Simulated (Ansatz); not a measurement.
Ansatz (a first-principles code) input:

Ansatz 0.2 input:
```yaml
crystal:
  lattice:
    - [3.2080885423, 0.0, 0.0]
    - [0.0, 3.2080885423, 0.0]
    - [0.0, 0.0, 3.2080885423]
  atoms:
    - { symbol: Ta, position: [0.0, 0.0, 0.0] }
    - { symbol: Al, position: [0.5, 0.5, 0.5] }
kpoints:
  mp_grid: { grid: [22, 22, 22] }
hamiltonian:
  xc: r2scan
  pseudopotentials: { azcp: { folder: ./paw }, kind: paw }
scf:
  occupations: { method: fermi_dirac, width: 0.1 }
elastic: { mode: relaxed_ion, stencil: two_point, amplitude: 0.005, f_tol: 0.0005 }
```

Output (shortened):

```
Pseudopotentials: kind: paw
Pseudopotential: Ta, paw, valence charge 13
Pseudopotential: Al, paw, valence charge 3
Functional definition: r2SCAN
Crystal: 2 atoms, lattice volume = 33.017 Å³
Basis set: ecut = 500 eV, 847 PW (Γ), exchange–correlation on 96×96×96 points (64 copies of the dense FFT grid, shifted against one another)
Bands: 12, of which v1, the nominal top of the filled ones, is band 8 counted from 1 (7 counted from 0)
Symmetry: 48 space group operations
Space group: Pm-3m (ITA 221), of the structure as read, at distance tolerance 3.2e-5 Å
k-points: 364 of 10648
PAW frozen core: Ta, regenerated for the run's functional
PAW frozen core: Al, regenerated for the run's functional
Initial density: superposition of atomic densities (chi_scale 0.1, normalization cell, long waves kept (reshape's long-wave potential 0.00 eV rms))
Initial wavefunctions: pseudopotential atomic-orbital guess
Eigensolver: davidson
Functional: x = r2scan, c = r2scan; τ floored in thin density (d = 2e-4 eV/Å³)
all-band conjugate gradients solve this SCF's bands
the search or the solves at the SCF's close seem to have found levels that the self-consistency loop had missed (the run counts 2) …
SCF 1 converged in 10 iterations: F = -10485.476375 eV  dr2 = 9.42e-16
Crystal: 2 atoms, lattice volume = 33.017 Å³
Initial density: handed on by an earlier stage of this run
Initial wavefunctions: those handed on with the density
SCF 2 converged in 2 iterations: F = -10485.476375 eV  dr2 = 1.49e-16
density extrapolation: transplant  |δρ|_rms = 3.276e-2 e/Å³  SAD shift = 4.563e-3 e/Å³
Crystal: 2 atoms, lattice volume = 32.852 Å³
Basis set: ecut = 500 eV, 839 PW (Γ), exchange–correlation on 96×96×96 points (64 copies of the dense FFT grid, shifted against one another)
Symmetry: 16 space group operations
k-points: 936 of 10648
SCF 3 converged in 9 iterations: F = -10485.476450 eV  dr2 = 5.24e-14
density extrapolation: first-order (α = -2.000)  |δρ|_rms = 3.276e-2 e/Å³  SAD shift = 4.525e-3 e/Å³
Crystal: 2 atoms, lattice volume = 33.182 Å³
SCF 4 converged in 7 iterations: F = -10485.476371 eV  dr2 = 2.13e-14
density extrapolation: transplant  |δρ|_rms = 3.276e-2 e/Å³  SAD shift = 2.475e-3 e/Å³
Crystal: 2 atoms, lattice volume = 33.017 Å³
Symmetry: 8 space group operations
k-points: 1596 of 10648
SCF 5 converged in 9 iterations: F = -10485.476277 eV  dr2 = 1.59e-15
density extrapolation: first-order (α = -2.000)  |δρ|_rms = 3.276e-2 e/Å³  SAD shift = 2.475e-3 e/Å³
Crystal: 2 atoms, lattice volume = 33.017 Å³
SCF 6 converged in 6 iterations: F = -10485.476277 eV  dr2 = 6.05e-14
SCF converged after 2 iterations
Free energy (F): -10485.476375 eV
Harris-Foulkes:  -10485.476375 eV  (|F-HF|=3.64e-12)
Internal energy: -10485.417862 eV  (E = F + TS)
E sigma→0 (E₀):  -10485.447119 eV
Entropy (-TS):   -0.058513 eV (-29.257 meV/atom)
Fermi energy:    14.385903 eV
--- Per-component energies (eV) ---
  E_band       = -151.507060
  E_kinetic    = 418.497534
  E_local      = -775.573383  (includes V_loc(G=0)·N_el)
  E_nonlocal   = -0.786502
  E_hartree    = 295.816464
  E_xc         = -340.851095
  E_vxc        = -291.803199  (∫ρ·V_xc dr)
  E_paw        = -8807.878138  (= ΣΔE_a)
  E_vpaw       = -107.776805  (= ΣTr[D̂ρ^β])
  E_aug_tail   = 0.000054  (compensation charges beyond the density's cutoff)
  E_vtau       = 14.302311  (kinetic-family band-sum trace: ∫τ·v_τ [+ j·A + Jᵃ·Aᵃ] dr)
  E_ewald      = -1273.826151
  E_core_change = -0.816646  (= ΣΔE_core)
  E_smearing   = -0.058513  (= −TS)
  E_closure    = 0.000000  (closes the sum)
  Σ components = -10485.476375   (vs F -10485.476375, Δ=0.00e0)
--- Forces (eV/Å), atoms counted from 1 ---
  atom   1  Ta     0.00000000     0.00000000     0.00000000
  atom   2  Al     0.00000000     0.00000000     0.00000000
  max |Σ_I F_I| component: 0.0 eV/Å
--- Stress (GPa, compression-positive) ---
       -0.040141       0.000000       0.000000
        0.000000      -0.040141       0.000000
        0.000000       0.000000      -0.040141
  P = ⅓ Tr σ = -0.0401 GPa (-0.401 kbar)
  The stress holds the Pulay correction. Without it, at fixed plane waves, as pw.x and ABINIT print it: P = -0.0617 GPa
  The stress includes an estimate of the error left by incomplete SCF convergence (largest component  0.0000 GPa …
--- Band table (eV; the first three rows and the last of 364) ---
  k-point 0: bands = ["-55.3066", "-21.0479", "-21.0479", "-21.0479", "3.6331", "11.5113", "11.5113", "17.1800", "17.1800", "17.1800", "18.7654", "18.7654"]
  k-point 1: bands = ["-55.3064", "-21.0545", "-21.0473", "-21.0473", "3.6736", "11.5125", "11.5304", "16.9915", "16.9915", "17.1890", "18.6398", "18.9721"]
  k-point 2: bands = ["-55.3056", "-21.0737", "-21.0457", "-21.0457", "3.7944", "11.5068", "11.5870", "16.5885", "16.5885", "17.2156", "18.3256", "19.4302"]
  k-point 363: bands = ["-55.2678", "-21.2846", "-21.2846", "-21.2846", "9.8731", "9.8731", "9.8731", "14.6994", "17.5910", "17.5910", "17.5910", "19.3610"]
  band table: 12 of 12 bands, residual norms ≤ 1.0e-3 eV
--- Elastic constants: 2 strain directions × 2 members + reference (group order 48) ---
  dense FFT box of the reference and of every strained cell: 24×24×24
  strains applied: 11, 23; error gains: componentwise 1.00 (the most a stress slope's error grows in a printed constant), spectral 1.73 (1 for all six strains …
  C = ∂σ_k/∂η_j (tension-positive GPa; Voigt order 11 22 33 23 13 12):
       -13.376    251.469    251.469      0.000      0.000      0.000
       251.469    -13.376    251.469      0.000      0.000      0.000
       251.469    251.469    -13.376      0.000      0.000      0.000
         0.000      0.000      0.000     38.551      0.000      0.000
         0.000      0.000      0.000      0.000     38.551      0.000
         0.000      0.000      0.000      0.000      0.000     38.551
  reference stress σ⁰ (GPa):      0.040      0.040      0.040      0.000      0.000      0.000
  moduli (Voigt/Reuss/Hill, GPa): K = 163.19/163.19/163.19   G = -29.84/79.72/24.94   E = 71.20   ν = 0.427
  mechanically stable: NO (min eigenvalue of sym C = -264.85 GPa)
  strain η (Voigt 11):  stress-route row diagonal C_11 = -13.38 GPa, energy-path curvature d²(F+E_count+ΔE)/dδ²/Ω₀ = -13.46 GPa
         δ    σ_11 (GPa)             F (eV)   n_scf  n_hpsi   n_pw
    -5.000e-3       0.1013      -10485.4764498       9  254661    858   relax 0 steps, max|allowed force component| 0.00e0 eV/Å
     5.000e-3      -0.0325      -10485.4763708       7  209198    868   relax 0 steps, max|allowed force component| 0.0 eV/Å
  strain η (Voigt 23):  stress-route row diagonal C_44 = 38.55 GPa, energy-path curvature d²(F+E_count+ΔE)/dδ²/Ω₀ = 38.51 GPa
         δ    σ_23 (GPa)             F (eV)   n_scf  n_hpsi   n_pw
    -5.000e-3      -0.1928      -10485.4762766       9  401654    862   relax 0 steps, max|allowed force component| 0.0 eV/Å
     5.000e-3       0.1928      -10485.4762766       6  338058    862   relax 0 steps, max|allowed force component| 0.0 eV/Å
```

Cost: about 8 core-minutes (a rough figure) on shared cores.

The start of the workflow was typed in or built on a structure type; neither database checked (COD, Materials Project) lists it. Its standing as an ambient phase is unchecked. Symmetry was held in the r²SCAN relaxation. At this level the phase is mechanically unstable. The run is not spin-polarised. As this level gives no gap, shear constants depend on the k-mesh and smearing (Fermi–Dirac, 0.1 eV here). Spin–orbit coupling is left out wherever it is not named.

Potentials: the earlier of the program's two PAW sets.

Ansatz is a plane-wave DFT program.
